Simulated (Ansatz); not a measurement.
Input, command and steps of an Ansatz relaxation.

```yaml
crystal:
  lattice:
    - [3.9124106119, 0.0, 0.0]
    - [0.0, 3.9124106119, 0.0]
    - [0.0, 0.0, 5.0343511948]
  atoms:
    - { symbol: Sn, position: [0.5, 0.0, 0.2329726722] }
    - { symbol: Sn, position: [0.0, 0.5, 0.7670273278] }
    - { symbol: O, position: [0.0, 0.0, 0.0] }
    - { symbol: O, position: [0.5, 0.5, 0.0] }
basis:
  ecutwfc: 420
kpoints:
  mp_grid: { grid: [12, 12, 10] }
hamiltonian:
  xc: pbe
  dispersion: d3bj
scf:
  occupations: { method: gaussian, width: 0.1 }
output:
  forces: true
  stress: true
  eigenvalues: true
relax:
  adjacent_minimum: "off"
  f_tol: 0.01
  max_steps: 30
  cell: { stress_tol: 0.1, fix: [volume] }
```

```bash
ansatz run input.yaml --threads 1 --pin off --max-ram 2560MiB --backend cpu --events-out ev --progress --plain --runs-dir out
```

These are results of DFT PBE+D3(BJ), scalar-relativistic, plane waves, PAW in Ansatz, not measurements.

The volume is held at 1.1 times that of the relaxed cell.

Of 7 frames 6 are shown, positions in Å and forces in eV/Å; the SCF threshold varies from step to step. Steps run on the plane waves of an earlier cell, with a Pulay correction in the pressure. The basis is chosen afresh for the last frame, the zero of the energies, and at times for earlier ones too; energy and pressure step there, also at an unchanged geometry.

```xyz
4
Lattice="3.9124 0.0000 0.0000 0.0000 3.9124 0.0000 0.0000 0.0000 5.0344" Properties=species:S:1:pos:R:3:forces:R:3 pbc="T T T" step=1 free_energy_over_end_meV_per_atom=5.26 pressure_GPa=-4.33
Sn    1.9562    0.0000    1.1729    0.0000    0.0000   -0.4578
Sn    0.0000    1.9562    3.8615    0.0000    0.0000    0.4578
O     0.0000    0.0000    0.0000    0.0000    0.0000    0.0000
O     1.9562    1.9562    0.0000    0.0000    0.0000    0.0000
4
Lattice="3.8935 0.0000 0.0000 0.0000 3.8935 0.0000 0.0000 0.0000 5.0835" Properties=species:S:1:pos:R:3:forces:R:3 pbc="T T T" step=2 free_energy_over_end_meV_per_atom=3.00 pressure_GPa=-1.27
Sn    1.9467    0.0000    1.1289    0.0000    0.0000    0.4029
Sn    0.0000    1.9467    3.9546    0.0000    0.0000   -0.4029
O     0.0000    0.0000    0.0000    0.0000    0.0000    0.0000
O     1.9467    1.9467    0.0000    0.0000    0.0000    0.0000
4
Lattice="3.8843 0.0000 0.0000 0.0000 3.8843 0.0000 0.0000 0.0000 5.1076" Properties=species:S:1:pos:R:3:forces:R:3 pbc="T T T" step=3 free_energy_over_end_meV_per_atom=0.28 pressure_GPa=-2.34
Sn    1.9421    0.0000    1.1558    0.0000    0.0000    0.0033
Sn    0.0000    1.9421    3.9518    0.0000    0.0000   -0.0033
O     0.0000    0.0000    0.0000    0.0000    0.0000    0.0000
O     1.9421    1.9421    0.0000    0.0000    0.0000    0.0000
4
Lattice="3.8771 0.0000 0.0000 0.0000 3.8771 0.0000 0.0000 0.0000 5.1264" Properties=species:S:1:pos:R:3:forces:R:3 pbc="T T T" step=4 free_energy_over_end_meV_per_atom=0.17 pressure_GPa=-2.22
Sn    1.9386    0.0000    1.1592    0.0000    0.0000   -0.0086
Sn    0.0000    1.9386    3.9672    0.0000    0.0000    0.0086
O     0.0000    0.0000    0.0000    0.0000    0.0000    0.0000
O     1.9386    1.9386    0.0000    0.0000    0.0000    0.0000
4
Lattice="3.8771 0.0000 0.0000 0.0000 3.8771 0.0000 0.0000 0.0000 5.1264" Properties=species:S:1:pos:R:3:forces:R:3 pbc="T T T" step=5 free_energy_over_end_meV_per_atom=0.03 pressure_GPa=-2.20
Sn    1.9386    0.0000    1.1592    0.0000    0.0000   -0.0088
Sn    0.0000    1.9386    3.9672    0.0000    0.0000    0.0088
O     0.0000    0.0000    0.0000    0.0000    0.0000    0.0000
O     1.9386    1.9386    0.0000    0.0000    0.0000    0.0000
4
Lattice="3.8723 0.0000 0.0000 0.0000 3.8723 0.0000 0.0000 0.0000 5.1393" Properties=species:S:1:pos:R:3:forces:R:3 pbc="T T T" step=7 free_energy_over_end_meV_per_atom=0.00 pressure_GPa=-2.07
Sn    1.9361    0.0000    1.1606    0.0000    0.0000   -0.0005
Sn    0.0000    1.9361    3.9787    0.0000    0.0000    0.0005
O     0.0000    0.0000    0.0000    0.0000    0.0000    0.0000
O     1.9361    1.9361    0.0000    0.0000    0.0000    0.0000
```

It took 87 s on 1 thread of Intel(R) Xeon(R) Platinum 8488C (Sapphire Rapids), on a shared host, peak memory 0.59 GiB.